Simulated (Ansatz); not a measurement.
Q: Name crystals whose computed values (r²SCAN (plane waves, PAW; program Ansatz)) fall in these windows: electron conductivity mass (mₑ) 0.33 to 0.45; B₀ by P(V) fit (GPa) 25 to 32.

A: 

```
crystal                                     electron conductivity mass (mₑ)  B₀ by P(V) fit (GPa)
------------------------------------------  -------------------------------  --------------------
K2PdC2, P-3m1 (K on 2d, Pd on 1a, C on 2c)                             0.39                  28.0
NaCl, NiAs type                                                        0.41                  25.7
BaTe, rock salt                                                        0.38                  30.6
NaCl, rock salt                                                        0.40                  27.5
```
Others may fit too.

Not the usual ambient phase: NaCl, NiAs type. Standing as an ambient phase not checked: K2PdC2, P-3m1 (K on 2d, Pd on 1a, C on 2c). All cells were relaxed under the symmetry of their starts (and spin orders); stability against distortions was not tested throughout. Rows with no word on spin ran without spin polarisation. Scalar-relativistic: spin–orbit coupling is off unless named, which matters more the heavier the elements.

Potentials: the later of the program's two PAW sets.
